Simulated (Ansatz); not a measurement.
C:
```cif
data_C2
_chemical_formula_sum 'C2'
_space_group_name_H-M_alt 'P 1'
_space_group_IT_number 1
_cell_length_a 2.51748
_cell_length_b 2.51748
_cell_length_c 2.51748
_cell_angle_alpha 60.000
_cell_angle_beta 60.000
_cell_angle_gamma 60.000
loop_
_space_group_symop_operation_xyz
  'x, y, z'
loop_
_atom_site_label
_atom_site_type_symbol
_atom_site_fract_x
_atom_site_fract_y
_atom_site_fract_z
_atom_site_occupancy
C1 C 0.50000 0.50000 0.50000 1
C2 C 0.75000 0.75000 0.75000 1
```

Relaxed with r²SCAN.

Problem. Give the optical modes at the zone centre with their infrared and Raman activity from DFPT, r²SCAN in the plane-wave PAW code Ansatz.

Solution. Transverse frequencies, without the LO–TO term; a row sums one degenerate level.

```csv
ω (cm⁻¹),degeneracy,IR ((D/Å)²/amu),Raman (Å⁴/amu),activity,symmetry
1324,3,0.00,250,Raman,T2g
```

Space group Fd-3m (diamond). Symmetry was held in the r²SCAN relaxation; phonons on a q-mesh show no instability.

Potentials: the later of the program's two PAW sets.
